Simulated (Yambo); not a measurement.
Yambo run on CaHI (space group P4/nmm, No. 129). The wavefunctions are PBEsol (Quantum ESPRESSO, PseudoDojo norm-conserving, 72 Ry, with spin-orbit coupling) ones on a 4×4×1 mesh (36 occupied bands); a = b = 3.9797 Å, c = 8.5909 Å, α = β = γ = 90.00°.

Yambo input:

```
rim_cut
HF_and_locXC
RandQpts= 1000000
RandGvec= 1 Ry
EXXRLvcs= 72 Ry
VXCRLvcs= 288 Ry
% QPkrange
 1 | 1 | 34 | 38 |
 3 | 3 | 36 | 37 |
 6 | 6 | 36 | 37 |
%
```

k points by index: 1 = Γ, 3 = X, 6 = M.

The o-*.hf file then holds:

```
#    K-point    Band    Eo [eV]    Ehf [eV]    Vxc [eV]    Vnlxc [eV]
#
    1    34    -0.380708    -3.108363    -11.20288    -13.93054
    1    35    0.000000    -2.539081    -11.47260    -14.01168
    1    36    0.000000    -2.539081    -11.47260    -14.01168
    1    37    3.501976    8.980721    -11.48047    -6.001727
    1    38    3.501976    8.980721    -11.48047    -6.001727
    3    36    -0.127953    -2.700053    -11.40336    -13.97546
    3    37    3.796488    9.376195    -11.11051    -5.530806
    6    36    -1.325814    -4.221436    -10.71782    -13.61344
    6    37    3.130723    7.691266    -9.296840    -4.736297
```
Exchange alone, without screening.

Geometry relaxed with PBE+D3(BJ).
